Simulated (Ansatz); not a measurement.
MgTe (wurtzite)

```
MgTe
1.0
    4.56033     0.00000     0.00000
   -2.28016     3.94936     0.00000
    0.00000     0.00000     7.41352
Mg Te
2 2
Direct
  0.66667   0.33333   0.00097
  0.33333   0.66667   0.50097
  0.66667   0.33333   0.62423
  0.33333   0.66667   0.12423
```

Equation-of-state scan: isotropic scaling of the cell above, V₀ being its volume. The atoms relax within the cell's symmetry.

Method: PBEsol (plane waves to 420 eV, PAW, scalar-relativistic; Ansatz, a first-principles code). k mesh 9×9×5 (Γ-centred), Fermi-Dirac smearing 0.05 eV. The energy includes the smearing's −TS. Stress and pressure are positive under compression. MgTe was relaxed with its symmetry unable to fall. Spin-orbit coupling is left out, though Te is heavy. ΔE is measured from the relaxed starting cell.

| V (Å³/atom) | P (GPa) | ΔE (kJ/mol of atoms) |
|---|---|---|
| 31.377 | 2.54 | 1.46 |
| 31.711 | 2.06 | 0.99 |
| 32.045 | 1.61 | (withheld) |
| 32.379 | 1.17 | 0.35 |
| 32.712 | 0.76 | (withheld) |
| 33.046 | 0.37 | 0.04 |
| 33.380 | 0.00 | 0.00 |
| 33.714 | -0.35 | 0.04 |
| 34.048 | -0.69 | (withheld) |
| 34.381 | -1.00 | 0.31 |
| 34.715 | -1.31 | 0.54 |
| 35.049 | -1.59 | (withheld) |
| 35.383 | -1.87 | 1.18 |

Some entries are withheld; supply them.


- 32.045, ΔE (kJ/mol of atoms): 0.62
- 32.712, ΔE (kJ/mol of atoms): 0.15
- 34.048, ΔE (kJ/mol of atoms): 0.14
- 35.049, ΔE (kJ/mol of atoms): 0.83

(A scan under strain: stresses follow from slopes of the energy per volume, elastic moduli from its curvatures.)
